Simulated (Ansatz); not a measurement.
A relaxation computed with Ansatz, from input to last step.

```yaml
crystal:
  lattice:
    - [6.0359804532, 0.0, 0.0]
    - [-3.0179902266, 5.2273124091, 0.0]
    - [0.0, 0.0, 3.6754164334]
  atoms:
    - { symbol: Cs, position: [0.0, 0.0, 0.0] }
    - { symbol: Sn, position: [0.3333333333, 0.6666666667, 0.0] }
    - { symbol: Sn, position: [0.6666666667, 0.3333333333, 0.0] }
    - { symbol: "N", position: [0.5, 0.0, 0.5] }
    - { symbol: "N", position: [0.5, 0.5, 0.5] }
    - { symbol: "N", position: [0.0, 0.5, 0.5] }
basis:
  ecutwfc: 420
kpoints:
  mp_grid: { grid: [3, 3, 6] }
hamiltonian:
  xc: pbe
scf:
  occupations: { method: gaussian, width: 0.1 }
  lower_state_search: "off"
output:
  forces: true
  stress: true
  eigenvalues: true
relax:
  adjacent_minimum: "off"
  f_tol: 0.04
  max_steps: 70
  cell: { stress_tol: 0.4 }
```

```bash
ansatz run input.yaml --threads 1 --pin off --max-ram 2560MiB --backend cpu --events-out ev --progress --plain --runs-dir out
```

These are results of DFT PBE, scalar-relativistic, plane waves, PAW in Ansatz 0.2.0, not measurements.

Of 8 frames 8 are shown, positions in Å and forces in eV/Å; the SCF threshold varies from step to step. Steps run on the plane waves of an earlier cell, with a Pulay correction in the pressure. The basis is chosen afresh for the last frame, the zero of the energies, and at times for earlier ones too; energy and pressure can step there, also at an unchanged geometry. Here that happened at step 8 (2 meV/atom, -0.1 GPa); frames between the last choice of the basis and such a step carry an error that grows, as the cell changes, to that size. The mark taken_back stands on steps that the optimiser undid.

```xyz
6
Lattice="6.0360 0.0000 0.0000 -3.0180 5.2273 0.0000 0.0000 0.0000 3.6754" Properties=species:S:1:pos:R:3:forces:R:3 pbc="T T T" step=1 free_energy_over_end_meV_per_atom=413.24 pressure_GPa=-8.13
Cs    0.0000    0.0000    0.0000    0.0000    0.0000    0.0000
Sn    0.0000    3.4849    0.0000    0.0000    0.0000    0.0000
Sn    3.0180    1.7424    0.0000    0.0000    0.0000    0.0000
N     3.0180    0.0000    1.8377    0.0000    0.0000    0.0000
N     1.5090    2.6137    1.8377    0.0000    0.0000    0.0000
N    -1.5090    2.6137    1.8377    0.0000    0.0000    0.0000
6
Lattice="6.0765 0.0000 0.0000 -3.0383 5.2624 0.0000 0.0000 0.0000 3.4962" Properties=species:S:1:pos:R:3:forces:R:3 pbc="T T T" step=2 free_energy_over_end_meV_per_atom=238.11 pressure_GPa=-7.64
Cs    0.0000    0.0000    0.0000    0.0000    0.0000    0.0000
Sn    0.0000    3.5083    0.0000    0.0000    0.0000    0.0000
Sn    3.0383    1.7541    0.0000    0.0000    0.0000    0.0000
N     3.0383    0.0000    1.7481    0.0000    0.0000    0.0000
N     1.5191    2.6312    1.7481    0.0000    0.0000    0.0000
N    -1.5191    2.6312    1.7481    0.0000    0.0000    0.0000
6
Lattice="6.0835 0.0000 0.0000 -3.0417 5.2684 0.0000 0.0000 0.0000 3.3162" Properties=species:S:1:pos:R:3:forces:R:3 pbc="T T T" step=3 free_energy_over_end_meV_per_atom=102.65 pressure_GPa=-6.20
Cs    0.0000    0.0000    0.0000    0.0000    0.0000    0.0000
Sn    0.0000    3.5123    0.0000    0.0000    0.0000    0.0000
Sn    3.0417    1.7561    0.0000    0.0000    0.0000    0.0000
N     3.0417    0.0000    1.6581    0.0000    0.0000    0.0000
N     1.5209    2.6342    1.6581    0.0000    0.0000    0.0000
N    -1.5209    2.6342    1.6581    0.0000    0.0000    0.0000
6
Lattice="6.0173 0.0000 0.0000 -3.0086 5.2111 0.0000 0.0000 0.0000 3.1325" Properties=species:S:1:pos:R:3:forces:R:3 pbc="T T T" step=4 free_energy_over_end_meV_per_atom=12.80 pressure_GPa=-2.09
Cs    0.0000    0.0000    0.0000    0.0000    0.0000    0.0000
Sn    0.0000    3.4741    0.0000    0.0000    0.0000    0.0000
Sn    3.0086    1.7370    0.0000    0.0000    0.0000    0.0000
N     3.0086    0.0000    1.5662    0.0000    0.0000    0.0000
N     1.5043    2.6056    1.5662    0.0000    0.0000    0.0000
N    -1.5043    2.6056    1.5662    0.0000    0.0000    0.0000
6
Lattice="6.0712 0.0000 0.0000 -3.0356 5.2578 0.0000 0.0000 0.0000 2.9687" Properties=species:S:1:pos:R:3:forces:R:3 pbc="T T T" step=5 free_energy_over_end_meV_per_atom=14.40 pressure_GPa=2.88 taken_back
Cs    0.0000    0.0000    0.0000    0.0000    0.0000    0.0000
Sn    0.0000    3.5052    0.0000    0.0000    0.0000    0.0000
Sn    3.0356    1.7526    0.0000    0.0000    0.0000    0.0000
N     3.0356    0.0000    1.4843    0.0000    0.0000    0.0000
N     1.5178    2.6289    1.4843    0.0000    0.0000    0.0000
N    -1.5178    2.6289    1.4843    0.0000    0.0000    0.0000
6
Lattice="6.0497 0.0000 0.0000 -3.0249 5.2392 0.0000 0.0000 0.0000 3.0610" Properties=species:S:1:pos:R:3:forces:R:3 pbc="T T T" step=6 free_energy_over_end_meV_per_atom=-1.71 pressure_GPa=-0.78
Cs    0.0000    0.0000    0.0000    0.0000    0.0000    0.0000
Sn    0.0000    3.4928    0.0000    0.0000    0.0000    0.0000
Sn    3.0249    1.7464    0.0000    0.0000    0.0000    0.0000
N     3.0249    0.0000    1.5305    0.0000    0.0000    0.0000
N     1.5124    2.6196    1.5305    0.0000    0.0000    0.0000
N    -1.5124    2.6196    1.5305    0.0000    0.0000    0.0000
6
Lattice="6.0368 0.0000 0.0000 -3.0184 5.2280 0.0000 0.0000 0.0000 3.0490" Properties=species:S:1:pos:R:3:forces:R:3 pbc="T T T" step=7 free_energy_over_end_meV_per_atom=-2.28 pressure_GPa=0.11
Cs    0.0000    0.0000    0.0000    0.0000    0.0000    0.0000
Sn    0.0000    3.4853    0.0000    0.0000    0.0000    0.0000
Sn    3.0184    1.7427    0.0000    0.0000    0.0000    0.0000
N     3.0184    0.0000    1.5245    0.0000    0.0000    0.0000
N     1.5092    2.6140    1.5245    0.0000    0.0000    0.0000
N    -1.5092    2.6140    1.5245    0.0000    0.0000    0.0000
6
Lattice="6.0368 0.0000 0.0000 -3.0184 5.2280 0.0000 0.0000 0.0000 3.0490" Properties=species:S:1:pos:R:3:forces:R:3 pbc="T T T" step=8 free_energy_over_end_meV_per_atom=0.00 pressure_GPa=0.01
Cs    0.0000    0.0000    0.0000    0.0000    0.0000    0.0000
Sn    0.0000    3.4853    0.0000    0.0000    0.0000    0.0000
Sn    3.0184    1.7427    0.0000    0.0000    0.0000    0.0000
N     3.0184    0.0000    1.5245    0.0000    0.0000    0.0000
N     1.5092    2.6140    1.5245    0.0000    0.0000    0.0000
N    -1.5092    2.6140    1.5245    0.0000    0.0000    0.0000
```

The start puts this composition into another compound's structure type, which needn't suit it. At the end the space group is P6/mmm (tolerance 0.05 Å).

Time: 27 s on 1 thread of Arm Neoverse V1 (shared host), peak memory 0.39 GiB.

The k mesh is coarse.